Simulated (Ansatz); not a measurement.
Computed with DFT PBE, scalar-relativistic, plane waves, PAW (Ansatz). All cells share a 420 eV cutoff and Γ-centred k meshes spaced at most about 0.3 Å⁻¹ (about 0.25 or finer for metals, 2π included). No spin polarisation in the final relaxations.

All energies are static (0 K, no zero-point motion). All come from trial cells, and lower structures may exist.

Task: Order these relaxed structures of Sn3As by energy, lowest first, with the energy over the lowest of them.
A.

```
CELL_PARAMETERS angstrom
0.00000 3.70734 3.70734
3.70734 0.00000 3.70734
3.70734 3.70734 0.00000
ATOMIC_POSITIONS crystal
Sn 0.00000 0.00000 0.00000
Sn 0.25000 0.25000 0.25000
Sn 0.75000 0.75000 0.75000
As 0.50000 0.50000 0.50000
```

B.

```
CELL_PARAMETERS angstrom
-3.00102 3.00102 3.00102
3.00102 -3.00102 3.00102
3.00102 3.00102 -3.00102
ATOMIC_POSITIONS crystal
Sn 0.00000 0.50000 0.50000
Sn 0.50000 0.00000 0.50000
Sn 0.50000 0.50000 0.00000
As 0.00000 0.00000 0.00000
```

C.

```
CELL_PARAMETERS angstrom
6.64804 0.00000 0.00000
-3.32402 5.75737 0.00000
0.00000 0.00000 5.36472
ATOMIC_POSITIONS crystal
Sn 0.34157 0.17079 0.75000
Sn 0.82921 0.17079 0.75000
Sn 0.82921 0.65843 0.75000
Sn 0.65843 0.82921 0.25000
Sn 0.17079 0.82921 0.25000
Sn 0.17079 0.34157 0.25000
As 0.66667 0.33333 0.25000
As 0.33333 0.66667 0.75000
```

Result: B (0 meV/atom), C (89 meV/atom), A (115 meV/atom). Forms: B Im-3m; C Ni3Sn (D0_19) type, P6_3/mmc; A BiF3 (D0_3) type, Fm-3m. Counting Sn atoms around As (those within 1.25 times the shortest such distance or 1.15 times the sum of covalent radii, 1.27 where that leaves under three; a plus sign parts nearer from farther groups; the shortest distance is added where it exceeds 1.18 times the sum of covalent radii): B has As 6; C has As 12 from 3.3 Å; A has As 8+6 from 3.2 Å. Even the lowest lies +0.05 eV/atom against the elements.

In Im-3m, Fm-3m an odd number of electrons in the primitive cell allows no gap without spin; a larger cell or a magnetic state could open one. A magnetic state wasn't ruled out in cells without spin, among them Im-3m, Fm-3m. Cells relaxed within their symmetry can be saddle points. Some candidate types were left out of the draw beforehand, so a known form may be missing.
